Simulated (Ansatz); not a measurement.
**TiCr2: do energies and stresses tell the same story?**

These are results of Ansatz, DFT r2SCAN, scalar-relativistic, plane waves, PAW, not measurements.

Plane waves to 500 eV, a k mesh through Γ of 10×10×10 on the computed 6-atom cell and Gaussian smearing (0.10 eV); no spin polarisation.

Relaxed cell: Fd-3m, a = 6.823 Å, b = 6.823 Å, c = 6.823 Å, α = 90.00°, β = 90.00°, γ = 90.00°, 6 atoms in the primitive cell. Whether it is the stable form of this composition wasn't checked.

Energies at zero smearing and pressures from the stress tensor, at volumes with shape and atoms relaxed:
```csv
V (Å³/atom),E − E(first) (meV/atom),P (GPa)
12.439,0.00,14.81
12.836,-26.54,6.86
13.233,-34.79,0.02
13.630,-27.32,-5.87
14.027,-6.29,-10.95
```

Task: Check P = −dE/dV between neighbouring volumes, and get the bulk modulus from the pressures alone.

Result: With 1 eV/Å³ = 160.2 GPa:
```json
{"middle V (Å³/atom)": "12.638", "−ΔE/ΔV (GPa)": "10.712", "mean P (GPa)": "10.839"}
{"middle V (Å³/atom)": "13.035", "−ΔE/ΔV (GPa)": "3.330", "mean P (GPa)": "3.443"}
{"middle V (Å³/atom)": "13.432", "−ΔE/ΔV (GPa)": "-3.017", "mean P (GPa)": "-2.927"}
{"middle V (Å³/atom)": "13.829", "−ΔE/ΔV (GPa)": "-8.487", "mean P (GPa)": "-8.414"}
```

The two differ by 0.13 GPa at most. The mean of two end pressures misses the average over a step by about ΔV² P″/12, up to 0.10 GPa here; with that taken off 0.03 GPa remains. The stress is the derivative of the free energy, not of the energy at zero smearing, and with free energies 0.00 GPa remains. Around V = 13.233 Å³/atom, the two neighbours give B = −V ΔP/ΔV = 13.233 × 12.74 / 0.794 = 212.3 GPa, against B0 = 211.2 GPa from the Birch–Murnaghan fit of the energies.

A ferromagnetic start lost its moments in a first run, so spin was left out; other magnetic orders weren't tried.

Cost: 6 runs of about 2.3 core-minutes in all, on Intel Xeon 6975P-C (Granite Rapids) (shared hosts).